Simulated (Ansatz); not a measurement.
Single points with r2SCAN in Ansatz 0.2.0, PAW, spin-restricted, at the geometries given.

Task: Rank them by the largest positive Bader charge, smallest first.
A.
Ba2Hg (500 eV, 8×8×8 mesh on the cell that ran, as a rule the primitive one, fermi-dirac 0.1126 eV)
```
Ba Hg
1.0
     0.00000    4.19566    0.00000
     4.19566    0.00000    0.00000
     2.09783    2.09783   -7.58714
Ba Hg
2 1
Direct
  0.37000 0.37000 0.26000
  0.63000 0.63000 0.74000
  0.00000 0.00000 0.00000
```
B.
KRb2RhF6 (500 eV, 5×5×5 mesh on the cell that ran, as a rule the primitive one, fermi-dirac 0.1 eV)
Space group Fm-3m (No. 225). a = 8.789 Å, b = 8.789 Å, c = 8.789 Å, α = 90.00°, β = 90.00°, γ = 90.00°
```csv
atom,site,symmetry,x,y,z
K,4b,m-3m,0.5000,0.0000,0.0000
F,24e,4m.m,0.2240,0.0000,0.0000
Rh,4a,m-3m,0.0000,0.0000,0.0000
Rb,8c,-43m,0.2500,0.7500,0.7500
```
C.
KSc2Se6 (500 eV, 7×7×7 mesh on the cell that ran, as a rule the primitive one, fermi-dirac 0.1 eV)
Space group Immm (No. 71). a = 4.017 Å, b = 5.501 Å, c = 21.461 Å, α = 90.00°, β = 90.00°, γ = 90.00°
```tsv
atom	site	symmetry	x	y	z
Sc	4j	mm2	0.5000	0.0000	0.3212
K	2a	mmm	0.0000	0.0000	0.0000
Se	4i	mm2	0.0000	0.0000	0.2264
Se	8l	m..	0.0000	0.2431	0.3957
```

Result: A (+0.80 e), B (+1.65 e), C (+1.80 e).

Origins: KRb2RhF6, a database entry at a rescaled volume; KSc2Se6, a known structure type with other elements, at an estimated volume; Ba2Hg, a database entry at a rescaled volume. Caveats for one or more cells: many states at the Fermi level without spin polarisation, so a magnetic state may lie lower.
